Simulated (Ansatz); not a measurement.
Given:

WS$_{2}$:
```xyz
6
Lattice="5.4154 0.0000 0.0000 0.0000 6.0275 0.0000 0.0000 0.0000 3.1716" Properties=species:S:1:pos:R:3 pbc="T T T"
W      0.0000     0.0000     0.0000
W      2.7077     3.0138     1.5858
S      1.1401     2.1045     0.0000
S      3.8479     0.9092     1.5858
S      1.5676     5.1183     1.5858
S      4.2753     3.9230     0.0000
```

This is the PBE-relaxed structure.

All from PBE (plane waves, PAW; program Ansatz), unless another level is named. Predict the electronic character.

metallic (no gap).

And the density of states at the Fermi level?

0.46 states/eV per atom (mean over ±0.08 eV).

What about the formation energy from the elements (no fitted shifts)?

-0.43 eV/atom.

Space group Pnnm. A made-up cell: these elements were put on the sites of a structure type; neither database checked (COD, Materials Project) lists it. It is not the phase usual at ambient conditions (space group No. 194). Symmetry was held in the PBE relaxation; whether a distortion lowers the energy is not shown. The run is not spin-polarised. The references are the lowest solids computed at this level, not always the standard phases. Spin–orbit coupling is left out wherever it is not named.

Potentials: the later of the program's two PAW sets.
